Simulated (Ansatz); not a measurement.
The following input was run with Ansatz 0.2.0.

```yaml
crystal:
  lattice:
    - [0.0, 2.9712576435, 2.9712576435]
    - [2.9712576435, 0.0, 2.9712576435]
    - [2.9712576435, 2.9712576435, 0.0]
  atoms:
    - { symbol: Ga, position: [0.0, 0.0, 0.0] }
    - { symbol: Sb, position: [0.25, 0.25, 0.25] }
basis:
  ecutwfc: 500
kpoints:
  mp_grid: { grid: [10, 10, 10] }
hamiltonian:
  xc: r2scan
scf:
  occupations: { method: gaussian, width: 0.02 }
output:
  forces: true
  stress: true
  eigenvalues: true
```

Run as
```bash
ansatz run input.yaml --threads 1 --pin off --max-ram 2560MiB --backend cpu --events-out ev --progress --plain --runs-dir out
```

Level of theory: DFT r2SCAN, scalar-relativistic, plane waves, PAW in Ansatz 0.2.0.

From the run's log, abridged (iterations and final results):

```
SCF iter   1: F=—  HF=-10289.759178 eV  |F-HF|=—  |Δ(HF+E_count)|=         —  Δρ=7.94e-3  dr2=1.48e-2  dr2_τ=4.57e-3  ethr=1.77e-3  ⟨swp⟩=6.1  Hψ=4484  notcnv=0
SCF iter   2: F=—  HF=-10289.772253 eV  |F-HF|=—  |Δ(HF+E_count)|=   1.31e-2  Δρ=1.84e-3  dr2=1.72e-3  dr2_τ=4.44e-5  ethr=5.29e-5  ⟨swp⟩=3.0  Hψ=1985  notcnv=0
SCF iter   3: F=—  HF=-10289.771420 eV  |F-HF|=—  |Δ(HF+E_count)|=   8.33e-4  Δρ=1.57e-3  dr2=4.08e-4  dr2_τ=5.93e-6  ethr=6.13e-6  ⟨swp⟩=2.0  Hψ=1457  notcnv=0
SCF iter   4: F=—  HF=-10289.771656 eV  |F-HF|=—  |Δ(HF+E_count)|=   2.36e-4  Δρ=2.53e-4  dr2=1.54e-5  dr2_τ=9.93e-7  ethr=1.46e-6  ⟨swp⟩=3.0  Hψ=1574  notcnv=0
SCF iter   5: F=—  HF=-10289.771648 eV  |F-HF|=—  |Δ(HF+E_count)|=   8.09e-6  Δρ=4.92e-5  dr2=1.43e-6  dr2_τ=2.08e-8  ethr=5.51e-8  ⟨swp⟩=2.0  Hψ=1503  notcnv=0
SCF iter   6: F=-10289.771647 eV  HF=-10289.771648 eV  |F-HF|=5.61e-8  |Δ(HF+E_count)|=   4.89e-7  Δρ=1.47e-5  dr2=7.33e-8  dr2_τ=1.07e-9  ethr=3.57e-10  ⟨swp⟩=4.1  Hψ=4043  notcnv=0
SCF 1 converged in 6 iterations: F = -10289.771647 eV  dr2 = 7.33e-8
SCF converged after 6 iterations
Free energy (F): -10289.771647 eV
Harris-Foulkes:  -10289.771648 eV  (|F-HF|=5.61e-8)
Internal energy: -10289.771647 eV  (E = F + TS)
E sigma→0 (E₀):  -10289.771647 eV
Fermi energy:    9.178326 eV
--- Per-component energies (eV) ---
  E_band       = -252.014708
  E_kinetic    = 324.093827
  E_local      = -3798.885655  (includes V_loc(G=0)·N_el)
  E_nonlocal   = 790.358082
  E_hartree    = 1759.297029
  E_xc         = -190.673850
  E_vxc        = -163.630533  (∫ρ·V_xc dr)
  E_paw        = -6606.248505  (= ΣΔE_a)
  E_vpaw       = -932.650661  (= ΣTr[D̂ρ^β])
  E_aug_tail   = -0.000034  (compensation charges beyond the density's cutoff)
  E_vtau       = 10.121862  (kinetic-family band-sum trace: ∫τ·v_τ [+ j·A + Jᵃ·Aᵃ] dr)
  E_ewald      = -2567.565509
  E_core_change = -0.147033  (= ΣΔE_core)
  E_smearing   =  0.000000  (= −TS)
--- Forces (eV/Å), atoms counted from 1 ---
  atom   1  Ga     0.00000000     0.00000000     0.00000000
  atom   2  Sb     0.00000000     0.00000000     0.00000000
--- Stress (GPa, compression-positive) ---
        6.282096       0.000000       0.000000
        0.000000       6.282096       0.000000
        0.000000       0.000000       6.282096
  P = ⅓ Tr σ = 6.2821 GPa (62.821 kbar)
--- Band table (eV; the first three rows and the last of 47) ---
  k-point 0: bands = ["-20.9410", "-20.9410", "-20.9410", "-20.9069", "-20.9069", "-6.9406", "-6.9406", "-6.9406", "-6.8678", "-6.8678", "-3.8723", "8.7230", "8.7230", "8.7230", "9.8722", "11.6770", "11.6770", "11.6770"]
  k-point 1: bands = ["-20.9409", "-20.9405", "-20.9405", "-20.9068", "-20.9068", "-6.9451", "-6.9387", "-6.9387", "-6.8681", "-6.8681", "-3.7516", "7.2633", "8.5140", "8.5140", "10.4337", "11.9574", "11.9574", "12.3176"]
  k-point 2: bands = ["-20.9406", "-20.9393", "-20.9393", "-20.9065", "-20.9065", "-6.9568", "-6.9341", "-6.9341", "-6.8687", "-6.8687", "-3.3991", "5.3424", "8.0928", "8.0928", "10.2379", "12.4809", "12.4809", "13.9453"]
  k-point 46: bands = ["-20.9411", "-20.9358", "-20.9309", "-20.9080", "-20.9032", "-7.0019", "-6.9108", "-6.9063", "-6.8782", "-6.8689", "-0.8299", "1.4108", "4.8820", "5.1035", "12.2864", "12.4759", "14.7060", "14.7769"]
```

The calculation finished and met its thresholds.

Time: 12 s on 1 thread of Arm Neoverse V1, with other jobs on the host, peak memory 0.5 GiB.